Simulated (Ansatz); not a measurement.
RbIO₃:
```cif
data_I3O9Rb3
_chemical_formula_sum 'Rb3 I3 O9'
_space_group_name_H-M_alt 'R3m :H'
_space_group_IT_number 160
_space_group_name_Hall 'R 3 -2"'
_cell_length_a 6.40520
_cell_length_b 6.40520
_cell_length_c 7.90713
_cell_angle_alpha 90.000
_cell_angle_beta 90.000
_cell_angle_gamma 120.000
loop_
_atom_site_label
_atom_site_type_symbol
_atom_site_symmetry_multiplicity
_atom_site_Wyckoff_symbol
_atom_site_fract_x
_atom_site_fract_y
_atom_site_fract_z
_atom_site_occupancy
Rb1 Rb 3 a 0.00000 0.00000 0.51327 1
I1 I 3 a 0.00000 0.00000 0.00091 1
O1 O 9 b 0.37783 0.18892 0.22584 1
```
(The calculation used a cell of 5 atoms; values per cell refer to that cell.)

Relaxed with r²SCAN. 

Task: HSE06 on this cell (Ansatz, an electronic-structure program, PAW) gives a gap of 3.98 eV. What does r²SCAN give?

Result: 3.24 eV.

Cost on shared cores: the r²SCAN run (SCF on a 6×6×6 mesh, then bands and DOS) very roughly 90 core-seconds, the HSE06 run (SCF on 4×4×4, then a few points) about 50 core-seconds (a rough figure); the tasks are unlike.

The workflow started from a Materials Project entry (that database holds measured and hypothetical structures alike); the Crystallography Open Database copy checked does not list it. Its standing as an ambient phase is unchecked. The cell was relaxed with r²SCAN under the symmetry of its start; whether a distortion lowers the energy is not shown. Spin–orbit coupling is left out wherever it is not named.

Potentials: the later of the program's two PAW sets.

Ansatz is a plane-wave DFT program.
